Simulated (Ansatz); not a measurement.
A relaxed cell of SnO (P4/nmm (No. 129)), relaxed on a k-mesh at least as fine as the one used below. All values below come from PBE (plane waves to 420 eV, PAW, scalar-relativistic; Ansatz, an electronic-structure program). Γ-centred k-mesh 3×6×5 on the run's cell (coarser than for final values), Fermi–Dirac smearing 0.05 eV.

```yaml
crystal:
  lattice:
    - [7.73422, 0.00000, 0.00000]
    - [0.00000, 3.86711, 0.00000]
    - [0.00000, 0.00000, 5.07352]
  atoms:
    - { symbol: Sn, position: [0.00000, 0.50000, 0.27156] }
    - { symbol: Sn, position: [0.50000, 0.50000, 0.27156] }
    - { symbol: Sn, position: [0.25000, 0.00000, 0.72844] }
    - { symbol: Sn, position: [0.75000, 0.00000, 0.72844] }
    - { symbol: O, position: [0.00000, 0.00000, 0.50000] }
    - { symbol: O, position: [0.50000, 0.00000, 0.50000] }
    - { symbol: O, position: [0.25000, 0.50000, 0.50000] }
    - { symbol: O, position: [0.75000, 0.50000, 0.50000] }
```

The atoms are displaced by (Å):

```json
[
 {"atom": "Sn1", "ux": "0.084", "uy": "-0.092", "uz": "-0.100"},
 {"atom": "Sn2", "ux": "-0.169", "uy": "-0.020", "uz": "0.045"},
 {"atom": "Sn3", "ux": "0.074", "uy": "0.032", "uz": "0.113"},
 {"atom": "Sn4", "ux": "0.019", "uy": "-0.003", "uz": "0.016"},
 {"atom": "O5", "ux": "0.019", "uy": "0.178", "uz": "-0.013"},
 {"atom": "O6", "ux": "-0.004", "uy": "0.027", "uz": "-0.070"},
 {"atom": "O7", "ux": "0.030", "uy": "0.143", "uz": "0.042"},
 {"atom": "O8", "ux": "-0.021", "uy": "-0.137", "uz": "0.060"}
]
```

**Question.** What forces (eV/Å) and pressure result?

**Answer.** 
```tsv
atom	Fx	Fy	Fz
Sn1	-0.65	0.62	0.95
Sn2	1.51	0.25	-0.57
Sn3	-0.39	0.13	-0.83
Sn4	0.13	-0.34	-0.52
O5	0.48	-1.37	0.38
O6	-0.33	-0.25	0.78
O7	-0.62	-0.63	0.49
O8	-0.13	1.58	-0.68
```

Pressure -0.4 GPa.

**Question.** Estimate the energy cost of the displacement in the harmonic approximation and compare with the calculation.

**Answer.** For a harmonic well ΔE = −½ Σ F·u = 0.628 eV a cell, or 79 meV/atom. The calculated energy relative to the undisplaced cell is +0.08 eV/atom, so the harmonic estimate holds well.

No spin polarisation in the result.

The run that gave the undisplaced cell could not lose the symmetry of its start; a randomly shaken copy of 8 atoms returns to this structure.

The first start was generated by placing the elements on the sites of a structure type. A measured structure of SnO has the same space group, P4/nmm (No. 129); the sites were not compared with it.
